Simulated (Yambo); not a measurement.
```xyz
5
Lattice="4.5492 0.0000 0.0000 0.0000 4.5492 0.0000 0.0000 0.0000 4.5492" Properties=species:S:1:pos:R:3 pbc="T T T"
F      2.2746     0.0000     2.2746
F      0.0000     2.2746     2.2746
F      2.2746     2.2746     0.0000
Rb     0.0000     0.0000     0.0000
Hg     2.2746     2.2746     2.2746
```

RbHgF$_{3}$ (cubic perovskite, space group Pm-3m, No. 221): mean Im ε in 1 eV windows above the direct gap of 5.19 eV, for different electron-hole kernels (Yambo, broadening 0.15 eV, norm-conserving PBEsol (Quantum ESPRESSO, 84 Ry, without SOC) bands; 8×8×8 mesh, 14 valence and 1 conduction bands, static screening with 60 bands and a 3 Ry block, scissor 2.32 eV, Tamm-Dancoff; field along x).

```csv
window (eV),independent quasiparticles,BSE
5.2 to 6.2,1.7,2.6
6.2 to 7.2,2.7,0.7
7.2 to 8.2,1.4,0.3
```

This run doesn't resolve bound excitons or single peaks, so only averages are given, and they too depend on the mesh; weight that the attraction moves below the gap isn't listed. All transitions below 8.76 eV are in the band window. The scissor comes from a G0W0 run whose convergence isn't established.

Spin-orbit coupling is left out, which matters for elements this heavy: edges can move by tenths of an eV. The cell is held in this high symmetry; tilts and polar distortions were not searched.

Geometry of the Materials Project entry, not relaxed at this level.
